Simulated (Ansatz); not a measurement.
## Data sheet: Hf2N2O (DFT)

Hf₂N₂O:
```xyz
15
Lattice="6.8204 1.6252 0.0000 -6.8204 1.6252 0.0000 -1.4641 0.0000 8.0187" Properties=species:S:1:pos:R:3 pbc="T T T"
Hf    -7.5794     1.6252     6.4806
Hf     6.1153     1.6252     1.5380
Hf     1.0778     1.6252     3.8061
Hf    -2.5419     1.6252     4.2126
Hf     2.4683     1.6252     1.0530
Hf    -3.9324     1.6252     6.9656
N     -0.4625     1.6252     5.2668
N     -1.0016     1.6252     2.7519
N     -5.8854     1.6252     7.7283
N      4.4214     1.6252     0.2903
N     -5.5212     1.6252     2.2875
N      4.0571     1.6252     5.7312
O     -4.8448     1.6252     4.9489
O      3.3808     1.6252     3.0698
O      0.0000     1.6252     0.0000
```

Space group C2/m (No. 12); conventional cell a = 13.6407 Å, b = 3.2503 Å, c = 8.1512 Å, α = 90.00°, β = 100.35°, γ = 90.00°.

Method: r²SCAN (plane waves, PAW; program Ansatz). Geometry: relaxed at this level of theory. Other levels are named where they apply.

### Cell and energy

```yaml
volume_per_atom: 11.85 Å³
density: 11.24 g/cm³
Formation energy from the elements (no fitted shifts): -2385 meV/atom
```

### Electronic structure

```yaml
band_gap: 2.39 eV (indirect)
valence_band_maximum: on the A–Γ line, 59 % of the way from A (k = -0.005, 0.005, 0.203 in fractions of the reciprocal vectors)
conduction_band_minimum: off the standard path, at k = (-0.484, 0.484, -0.083) in fractions of the reciprocal vectors
smallest_direct_gap_on_the_standard_path: 2.66 eV
electron_effective_mass: 0.85, 1.3, 6.8 mₑ (principal values)
Electron effective mass with spin–orbit coupling: 0.87, 1.3, 7.0 mₑ (principal values)
hole_effective_mass: 0.59, 0.94, 2.1 mₑ (principal values)
Hole effective mass with spin–orbit coupling: 0.59, 0.96, 2.1 mₑ (principal values)
HSE06 gap on the r²SCAN cell: 3.11 eV
Gap with spin–orbit coupling: 2.39 eV
```

### Mechanics

```yaml
Bulk modulus (Birch–Murnaghan fit): 232 GPa
Pressure derivative B′: 4.8
```

### Charges

```yaml
bader_charges: Hf +2.46 to +2.53, N -1.82 to -1.76, O -1.46 to -1.40 e
```

The workflow started from a Materials Project entry (that database holds measured and hypothetical structures alike); the Crystallography Open Database copy checked does not list it. Whether it is the stable phase at ambient conditions was not checked. Symmetry was held in the r²SCAN relaxation; whether a distortion lowers the energy is not shown. No spin polarisation was allowed. The references are the lowest solids computed at this level, not always the standard phases (solids in place of the gases). Scalar-relativistic: spin–orbit coupling is off unless named, which matters more the heavier the elements.

Potentials: the later of the program's two PAW sets.
